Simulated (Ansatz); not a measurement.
Data:

ZnIn$_{2}$O$_{4}$:
```cif
data_In4O8Zn2
_chemical_formula_sum 'In4 Zn2 O8'
_space_group_name_H-M_alt 'I-4'
_space_group_IT_number 82
_space_group_name_Hall 'I -4'
_cell_length_a 4.69644
_cell_length_b 4.69644
_cell_length_c 10.02685
_cell_angle_alpha 90.000
_cell_angle_beta 90.000
_cell_angle_gamma 90.000
loop_
_atom_site_label
_atom_site_type_symbol
_atom_site_symmetry_multiplicity
_atom_site_Wyckoff_symbol
_atom_site_fract_x
_atom_site_fract_y
_atom_site_fract_z
_atom_site_occupancy
In1 In 2 b 0.00000 0.00000 0.50000 1
In2 In 2 d 0.50000 0.00000 0.25000 1
Zn1 Zn 2 a 0.00000 0.00000 0.00000 1
O1 O 8 g 0.27797 0.24025 0.38698 1
```
(The calculation used a cell of 7 atoms; values per cell refer to that cell.)

This is the PBEsol-relaxed structure.

All from the program Ansatz at the PBEsol level (PAW), unless another level is named. Estimate the bulk modulus (Birch–Murnaghan fit).

65.9 GPa.

What about the highest zone-centre frequency (without LO–TO term)?

603 cm⁻¹.

The cell is a constructed one: a structure type filled with these elements; neither database checked (COD, Materials Project) lists it. Whether it is the stable phase at ambient conditions was not checked. Symmetry was held in the PBEsol relaxation; whether a distortion lowers the energy is not shown.

Potentials: the earlier of the program's two PAW sets. The files were generated under PBE; for other functionals the program regenerates the frozen cores, and for LDA and PBEsol the local potential too.
